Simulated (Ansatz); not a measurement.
BaF$_{2}$:
```yaml
crystal:
  lattice:
    - [0.00000, 3.09737, 3.09737]
    - [3.09737, 0.00000, 3.09737]
    - [3.09737, 3.09737, 0.00000]
  atoms:
    - { symbol: Ba, position: [0.00000, 0.00000, 0.00000] }
    - { symbol: F, position: [0.25000, 0.25000, 0.25000] }
    - { symbol: F, position: [0.75000, 0.75000, 0.75000] }
```

Plane-wave PAW r²SCAN (Ansatz code) gives a gap of 7.41 eV without spin–orbit coupling, maximum on the K–Γ line, 37 % of the way from K, minimum at Γ.

What happens when spin–orbit coupling is switched on?

The gap shrinks by 0.01 eV, to 7.40 eV; maximum on the K–Γ line, 37 % of the way from K, minimum at Γ.

Give the electron effective mass with spin–orbit coupling.

0.50 mₑ (isotropic).

Give the hole effective mass with spin–orbit coupling.

2.9, 4.3, 7.0 mₑ (principal values).

Space group Fm-3m (fluorite). The cell was relaxed with r²SCAN under the symmetry of its start.

Potentials: the later of the program's two PAW sets.
